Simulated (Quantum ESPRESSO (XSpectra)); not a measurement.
Quantum ESPRESSO (XSpectra) run for X-ray absorption at the N K edge of HfN (Fm-3m). Geometry: Materials Project entry mp-2828 (a computed structure). The cell is the entry's, not relaxed again. The ground-state test found no gap over 0.25 eV with this functional, so the cell is neutral with smeared occupations; energies count from the Fermi level. pw.x input:

```
&CONTROL
  calculation = 'scf'
  prefix = 'x'
  pseudo_dir = './pseudo'
  outdir = './out'
/
&SYSTEM
  ibrav = 0
  nat = 26
  ntyp = 3
  ecutwfc = 65
  input_dft = 'PZ'
  occupations = 'smearing'
  smearing = 'mv'
  degauss = 0.02
/
&ELECTRONS
  conv_thr = 2.6e-07
  mixing_beta = 0.4
/
ATOMIC_SPECIES
Nh 14.007 N.lda-tm-gipaw-star1s.UPF
Hf 178.490 Hf.upf
N 14.007 N.lda-tm-gipaw.UPF
CELL_PARAMETERS angstrom
   0.000000000   -2.255860000   -6.767580000
   6.767580000    0.000000000   -2.255860000
  -2.255860000   -6.767580000    0.000000000
ATOMIC_POSITIONS crystal
Hf     0.692307692    0.923076923    0.769230769
Hf     0.923076923    0.230769231    0.692307692
Hf     0.846153846    0.461538462    0.384615385
Hf     0.769230769    0.692307692    0.076923077
Hf     0.461538462    0.615384615    0.846153846
Hf     0.384615385    0.846153846    0.538461538
Hf     0.615384615    0.153846154    0.461538462
Hf     0.538461538    0.384615385    0.153846154
Hf     0.230769231    0.307692308    0.923076923
Hf     0.153846154    0.538461538    0.615384615
Hf     0.076923077    0.769230769    0.307692308
Hf     0.307692308    0.076923077    0.230769231
Hf     0.000000000    0.000000000    0.000000000
Nh     0.269230769    0.192307692    0.576923077
N      0.500000000    0.500000000    0.500000000
N      0.423076923    0.730769231    0.192307692
N      0.346153846    0.961538462    0.884615385
N      0.038461538    0.884615385    0.653846154
N      0.961538462    0.115384615    0.346153846
N      0.192307692    0.423076923    0.269230769
N      0.115384615    0.653846154    0.961538462
N      0.807692308    0.576923077    0.730769231
N      0.730769231    0.807692308    0.423076923
N      0.653846154    0.038461538    0.115384615
N      0.884615385    0.346153846    0.038461538
N      0.576923077    0.269230769    0.807692308
K_POINTS automatic
4 4 4 0 0 0
```

xspectra.x input:

```
&input_xspectra
  calculation = 'xanes_dipole'
  edge = 'K'
  prefix = 'x'
  outdir = './out'
  xonly_plot = .false.
  xiabs = 1
  xcoordcrys = .false.
  xepsilon(1) = 1.0
  xepsilon(2) = 0.0
  xepsilon(3) = 0.0
  xe0 = 18.4944
  xniter = 1500
  xcheck_conv = 50
  xerror = 0.002
  x_save_file = 'x0.sav'
/
&plot
  xnepoint = 451
  xemin = -5.0
  xemax = 40.0
  xgamma = 0.5
  terminator = .true.
  cut_occ_states = .true.
/
&pseudos
  filecore = 'core.wfc'
/
&cut_occ
  cut_desmooth = 0.1
  cut_stepl = 0.01
  cut_ierror = 1e-6
/
5 5 5 1 1 1
```

End of the pw.x output:

```
   -12.6519 -12.6377 -12.6377 -12.6209  -0.2479   2.8985   2.9010   2.9010
     2.9030   2.9031   2.9045   2.9108   2.9108   2.9183   2.9219   2.9219
     4.0055   9.1640   9.9047   9.9047  10.4365  11.1679  11.2778  11.2778
    11.6071  11.6072  11.8276  12.2801  12.2801  12.3626  12.3627  12.3627
    12.3868  12.6756  12.6757  12.9760  12.9760  12.9794  12.9819  13.0679
    13.0679  13.0768  13.0768  13.0808  13.1768  13.1768  13.2571  13.2572
    13.2589  13.2611  13.2868  13.3885  13.3885  13.4091  13.4204  13.4205
    17.6168  17.6353  17.6353  17.8138  17.8138  17.8209  18.4374  18.4374
    18.4571  18.4912  18.5052  18.5052  20.5229  20.5229  20.6011  20.6307
    20.6307  20.6334  20.9638  21.1928  21.1929  21.2351  21.2919  21.2919
    21.2940  21.2942  21.4053  21.4123  21.4288

     the Fermi energy is    18.4944 ev

!    total energy              =   -1741.72331917 Ry
     estimated scf accuracy    <       0.00000001 Ry
     smearing contrib. (-TS)   =      -0.00117557 Ry
     internal energy E=F+TS    =   -1741.72214360 Ry

     The total energy is F=E-TS. E is the sum of the following terms:
     one-electron contribution =     -94.60921116 Ry
     hartree contribution      =     179.88549053 Ry
     xc contribution           =    -437.48482926 Ry
     ewald contribution        =   -1389.51359372 Ry

     convergence has been achieved in  13 iterations

     XML data file, charge density, pseudopotentials, collected wavefunctions
```

xspectra.x output, shortened:

```
... Begin STEP 1 ...

        Radial transition matrix element(s) used in the calculation of the
        initial vector of the Lanczos basis (|tilde{phi}_abs> normalized)
        | For PAW proj. (l=1) #1: radial matrix element =   0.169731835
        | For PAW proj. (l=1) #2: radial matrix element =   0.216008163

NB: the    32 k-point are not all listed below because npool=  4
        |-------------------------------------------------------------
        ! k-point #     1:  ( 0.0851, -0.1338, -0.0608),  0.0160,   1
        |-------------------------------------------------------------
 okvan= F
        |   Norm of the initial Lanczos vector: 0.12192728E+00
        !   => CONVERGED at iter    700 with error=  0.00137048
        |-------------------------------------------------------------
        ! k-point #     2:  ( 0.1095, -0.3527,  0.0122),  0.0160,   1
        |-------------------------------------------------------------
 okvan= F
        |   Norm of the initial Lanczos vector: 0.12192725E+00
        !   => CONVERGED at iter    750 with error=  0.00109288
        |-------------------------------------------------------------
        ! k-point #     3:  ( 0.1338, -0.5716,  0.0851),  0.0160,   1
        |-------------------------------------------------------------
 okvan= F
        |   Norm of the initial Lanczos vector: 0.12192746E+00
        !   => CONVERGED at iter    700 with error=  0.00193824
        |-------------------------------------------------------------

        ...
... Begin STEP 2 ...

     The spectrum is calculated using the following parameters:
        xe0 [eV]:   18.4944
        the occupied states are elimintate from the spectrum
        xemin [eV]:  -5.00
        xemax [eV]:  40.00
        xnepoint:  451
        constant broadening parameter [eV]:    0.500
        Core level energy [eV]:  -409.9
         (from electron binding energy of neutral atoms in X-ray data booklet)

     Cross-section successfully written in xanes.dat

     ... End STEP 2 ...

     xanes        :    482.39s CPU    483.41s WALL (       1 calls)

     -------------------------------------------------------------------------
                                END JOB XSpectra
     -------------------------------------------------------------------------
```

xanes.dat for the field along x, every fifth line (energy in eV, cross section):

```
   -5.000   1.4430e-03
   -4.500   1.6340e-03
   -4.000   1.8730e-03
   -3.500   2.1800e-03
   -3.000   2.5870e-03
   -2.500   3.1500e-03
   -2.000   3.9740e-03
   -1.500   5.2870e-03
   -1.000   7.6640e-03
   -0.500   1.2910e-02
    0.000   2.5970e-02
    0.500   3.9560e-02
    1.000   4.4870e-02
    1.500   5.3530e-02
    2.000   6.1440e-02
    2.500   6.5530e-02
    3.000   6.9610e-02
    3.500   6.4100e-02
    4.000   5.6530e-02
    4.500   5.4230e-02
    5.000   5.1930e-02
    5.500   5.1800e-02
    6.000   5.1700e-02
    6.500   5.4830e-02
    7.000   6.6050e-02
    7.500   7.4020e-02
    8.000   7.8930e-02
    8.500   6.8650e-02
    9.000   5.0650e-02
    9.500   4.2980e-02
   10.000   4.6440e-02
   10.500   4.2860e-02
   11.000   3.1800e-02
   11.500   2.3770e-02
   12.000   1.8780e-02
   12.500   1.6720e-02
   13.000   1.8440e-02
   13.500   1.9150e-02
   14.000   1.9160e-02
   14.500   2.0160e-02
   15.000   2.3680e-02
   15.500   2.6670e-02
   16.000   2.1110e-02
   16.500   1.1910e-02
   17.000   7.9710e-03
   17.500   6.5010e-03
   18.000   6.3220e-03
   18.500   7.3430e-03
   19.000   9.3280e-03
   19.500   1.3530e-02
   20.000   1.9810e-02
   20.500   2.2280e-02
   21.000   2.0000e-02
   21.500   1.7630e-02
   22.000   1.7940e-02
   22.500   2.3420e-02
   23.000   3.8440e-02
   23.500   4.3370e-02
   24.000   3.4300e-02
   24.500   3.4480e-02
   25.000   4.2460e-02
   25.500   4.9270e-02
   26.000   5.7580e-02
   26.500   7.3740e-02
   27.000   7.7370e-02
   27.500   5.6640e-02
   28.000   3.8420e-02
   28.500   2.7850e-02
   29.000   2.2760e-02
   29.500   2.0170e-02
   30.000   1.6730e-02
   30.500   1.4080e-02
   31.000   1.2370e-02
   31.500   1.3290e-02
   32.000   1.6200e-02
   32.500   1.7980e-02
   33.000   1.8310e-02
   33.500   1.8040e-02
   34.000   1.9030e-02
   34.500   1.8390e-02
   35.000   1.8060e-02
   35.500   1.7900e-02
   36.000   1.8640e-02
   36.500   1.9960e-02
   37.000   2.1780e-02
   37.500   2.3230e-02
   38.000   2.3670e-02
   38.500   2.4790e-02
   39.000   2.6130e-02
   39.500   2.9900e-02
   40.000   3.1540e-02
```
